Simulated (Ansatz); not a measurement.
# EuO (rock salt), energy over volume and axial ratio

EuO (rock salt)

```xyz
2
Lattice="0.0000 2.5308 2.5308 2.5308 0.0000 2.5308 2.5308 2.5308 0.0000" Properties=species:S:1:pos:R:3 pbc="T T T"
O      0.0000     0.0000     0.0000
Eu     2.5308     2.5308     2.5308
```

The relaxed cell is deformed in two ways at once: its volume V is scaled, and at that volume it is stretched along z (the c axis of the conventional cell) so that c/a changes. Fractional atomic positions are held.

Level of theory: PBE (plane waves to 420 eV, PAW, scalar-relativistic; Ansatz, a quantum-chemistry and plane-wave program). k mesh 16×16×16 (Γ-centred), Fermi-Dirac smearing 0.05 eV. The energy includes the smearing's −TS. With partly filled bands, the response to shear is sensitive to the k mesh, so small differences along c/a are uncertain. EuO is run spin-polarised and with no Hubbard U. EuO was relaxed with its symmetry unable to fall. Relaxed EuO ends ferromagnetic. The magnetic order is the one the run started from; other orders were not tried. The filling of the f shell was not checked against other fillings, so treat energies with care. The zero of ΔE is the relaxed starting cell.

ΔE (meV/atom), with V/V₀ across and (c/a)/(c/a)₀ down:

```csv
(c/a)/(c/a)₀ \ V/V₀,0.920,0.947,0.973,1.000,1.027,1.053,1.080
0.960,49,26,14,9,11,19,33
0.973,42,20,8,4,7,15,29
0.987,38,16,5,1,4,13,28
1.000,36,15,4,0,3,13,27
1.013,38,16,5,1,4,13,27
1.027,41,20,8,3,6,15,29
1.040,47,25,12,8,10,18,32
```

moment (μB/cell), with V/V₀ across and (c/a)/(c/a)₀ down:

```
(c/a)/(c/a)₀ \ V/V₀  0.920  0.947  0.973  1.000  1.027  1.053  1.080
-------------------  -----  -----  -----  -----  -----  -----  -----
0.960                 6.89   6.91   6.93   6.95   6.96   6.97   6.98
0.973                 6.89   6.91   6.93   6.95   6.96   6.97   6.98
0.987                 6.89   6.91   6.94   6.95   6.96   6.97   6.98
1.000                 6.89   6.91   6.94   6.95   6.96   6.97   6.98
1.013                 6.89   6.91   6.94   6.95   6.96   6.97   6.98
1.027                 6.89   6.91   6.93   6.95   6.96   6.97   6.98
1.040                 6.89   6.91   6.93   6.95   6.96   6.97   6.98
```

What the scan shows:

- Shear modulus C′ = (C11 − C12)/2 (fit, atoms clamped) = 76 GPa
- Lowest place on the grid = V/V₀ = 1.000, (c/a)/(c/a)₀ = 1.000 (0 meV/atom)
- Highest place on the grid = V/V₀ = 0.920, (c/a)/(c/a)₀ = 0.960 (49 meV/atom)

(A scan under strain: stresses follow from slopes of the energy per volume, elastic moduli from its curvatures.)
